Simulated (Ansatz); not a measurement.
Q: Each is relaxed and computed with DFT-LDA in the program Ansatz with PAW potentials. Which is the only metal?
(A) NbSe2I2, C2/m (Nb on 4g, Se on 4i, Se on 4i, I on 8j)
(B) Nb5Si3, I4/mcm (Si on 4a, Nb on 16l, Nb on 4c, Si on 8h)
(C) SiO2, P4_12_12 (Si on 4a, O on 8b)
(D) AlSiCN, P3m1 (Al on 1b, Si on 1c, C on 1b, N on 1c)

A: B, Nb5Si3, I4/mcm (Si on 4a, Nb on 16l, Nb on 4c, Si on 8h). Nb5Si3: metal; SiO2: gap 5.55 eV (direct); AlSiCN: gap 3.27 eV (indirect); NbSe2I2: gap 0.74 eV (indirect). Standing as an ambient phase not checked: Nb5Si3, I4/mcm (Si on 4a, Nb on 16l, Nb on 4c, Si on 8h); AlSiCN, P3m1 (Al on 1b, Si on 1c, C on 1b, N on 1c); NbSe2I2, C2/m (Nb on 4g, Se on 4i, Se on 4i, I on 8j). Weakly bound layers, chains or molecules computed without a dispersion correction, so cells and soft constants are ill determined: NbSe2I2, C2/m (Nb on 4g, Se on 4i, Se on 4i, I on 8j). All cells were relaxed under the symmetry of their starts (and spin orders); stability against distortions was not tested throughout. Rows with no word on spin ran without spin polarisation. Scalar-relativistic: spin–orbit coupling is off unless named, which matters more the heavier the elements.

Potentials: the later of the program's two PAW sets.
